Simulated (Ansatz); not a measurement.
Crystals of one structure type (wurtzite) and one family of elements, relaxed and computed with PBEsol in the plane-wave PAW code Ansatz.

| crystal | V (Å³/atom) | B₀ by P(V) fit (GPa) |
|---|---|---|
| BN | 5.87 | 385 |
| AlN | 10.46 | 200 |
| GaN | 11.37 | 188 |
| BP | 11.54 | ? |
| BAs | 13.53 | 141 |
| GaAs | 22.64 | 68.7 |

Q: Fit a straight line to ln B₀ against ln V and predict the withheld value.

A: Least squares on the 5 shown rows: ln B₀ = -1.28 × ln V + (8.275), with a scatter of 5.0 %. For BP this gives 171. The run itself gave 170, a miss of 0.6 % of that.

Not the usual ambient phase: BP, wurtzite; BAs, wurtzite; GaAs, wurtzite. All cells were relaxed under the symmetry of their starts (and spin orders); stability against distortions was not tested throughout. Spin–orbit coupling is left out wherever it is not named.

Potentials: the earlier of the program's two PAW sets. The files were generated under PBE; for other functionals the program regenerates the frozen cores, and for LDA and PBEsol the local potential too.
